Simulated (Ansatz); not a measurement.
PtSb₂ (space group Pa-3)

```
CELL_PARAMETERS angstrom
      6.42184     0.00000     0.00000
      0.00000     6.42184     0.00000
      0.00000     0.00000     6.42184
ATOMIC_POSITIONS crystal
  Sb 0.37466 0.12534 0.87466
  Sb 0.62534 0.87466 0.12534
  Sb 0.12534 0.87466 0.37466
  Sb 0.87466 0.12534 0.62534
  Sb 0.87466 0.37466 0.12534
  Sb 0.12534 0.62534 0.87466
  Sb 0.62534 0.62534 0.62534
  Sb 0.37466 0.37466 0.37466
  Pt 0.00000 0.50000 0.50000
  Pt 0.50000 0.50000 0.00000
  Pt 0.50000 0.00000 0.50000
  Pt 0.00000 0.00000 0.00000
```

A phonon eigenvector at Γ is frozen into this cell: atom i moves by Q times the vector below, so Q is the largest atomic displacement, in Å. The cell is held. It is one choice among 3 degenerate patterns.

```tsv
atom	x	y	z
Sb1	-0.136	0.240	-0.817
Sb2	-0.136	0.240	-0.817
Sb3	-0.136	0.240	0.817
Sb4	-0.136	0.240	0.817
Sb5	0.136	0.240	-0.817
Sb6	0.136	0.240	-0.817
Sb7	0.136	0.240	0.817
Sb8	0.136	0.240	0.817
Pt9	-0.632	-0.299	-0.715
Pt10	-0.632	-0.299	0.715
Pt11	0.632	-0.299	-0.715
Pt12	0.632	-0.299	0.715
```

Method: LDA (plane waves to 420 eV, PAW, scalar-relativistic; Ansatz, a quantum-chemistry and plane-wave program). k mesh 6×6×6 (Γ-centred), Fermi-Dirac smearing 0.05 eV. The energy includes the smearing's −TS. With partly filled bands, energies and forces of such displacements shift with the k mesh and the smearing. At this level the bands of PtSb2 touch or barely overlap; measurements give the solid a gap. PtSb2 is run without spin polarisation. PtSb2 was relaxed with its symmetry unable to fall. Spin-orbit coupling is left out, though Pt and Sb are heavy. ΔE is measured from the undisplaced structure. The last digit holds for this mesh only.

```json
[
 {"Q (Å)": "-0.180", "ΔE (meV/cell)": "1109.2"},
 {"Q (Å)": "-0.150", "ΔE (meV/cell)": "withheld"},
 {"Q (Å)": "-0.120", "ΔE (meV/cell)": "511.0"},
 {"Q (Å)": "-0.090", "ΔE (meV/cell)": "291.7"},
 {"Q (Å)": "-0.060", "ΔE (meV/cell)": "131.3"},
 {"Q (Å)": "-0.030", "ΔE (meV/cell)": "33.1"},
 {"Q (Å)": "0.000", "ΔE (meV/cell)": "0.0"},
 {"Q (Å)": "0.030", "ΔE (meV/cell)": "33.1"},
 {"Q (Å)": "0.060", "ΔE (meV/cell)": "131.3"},
 {"Q (Å)": "0.090", "ΔE (meV/cell)": "291.7"},
 {"Q (Å)": "0.120", "ΔE (meV/cell)": "511.0"},
 {"Q (Å)": "0.150", "ΔE (meV/cell)": "withheld"},
 {"Q (Å)": "0.180", "ΔE (meV/cell)": "1109.2"}
]
```

Problem. Fit an even polynomial form (powers 2, 4, 6) to the given rows and predict ΔE at Q = -0.150.

Solution. Least squares on the 11 given rows: ΔE = (36800)·Q² + (-101300)·Q⁴ + (682800)·Q⁶, in meV/cell with Q in Å; root-mean-square residual 0.07 meV/cell. At -0.150 the fit gives 784.5 meV/cell; the calculation gives 785.2 meV/cell, so the interpolation is off by -0.7 (-0.1 %). The quadratic term alone would give 828.0 meV/cell.

(A displaced cell: forces are minus the slopes of the energy, force constants its curvatures, and phonons follow from these.)
